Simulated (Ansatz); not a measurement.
## Structures of CaBe: which is lowest?

Plane-wave DFT in Ansatz with scalar-relativistic PAW potentials, cutoff 420 eV, Γ-centred meshes chosen by cell and gap, Gaussian smearing with energies taken to zero width. Every cell was relaxed (cell and atoms) in a run of its own, within the symmetry of its start. Functional: PBEsol.

Relaxed structures (starts from databases or built by putting these elements on another compound's sites):
A. P4/mmm, 2 atoms in the computed cell, a = 3.495 Å, c = 3.454 Å; sites (symmetry × multiplicity) Ca 4/mmm × 1, Be 4/mmm × 1; start: built
B. Pm-3m, 2 atoms in the computed cell, a = 3.481 Å; sites (symmetry × multiplicity) Ca m-3m × 1, Be m-3m × 1; start: built

Question: Rank them by energy. Could pressure change the order?

Answer:
| structure | group | E − E(lowest) (meV/atom) | V (Å³/atom) | gap on mesh (eV) |
| --- | --- | --- | --- | --- |
| A | P4/mmm | 0.0 | 21.09 | 0.00 |
| B | Pm-3m | 1.7 | 21.10 | 0.00 |

A and B are level within the 5 meV/atom that separate runs leave open. The two lowest differ in volume by under 3 %, too little for a first-order estimate of what pressure does to that pair (other pairs aren't weighed here). Other structures may lie lower than all of these, and vibrations aren't counted.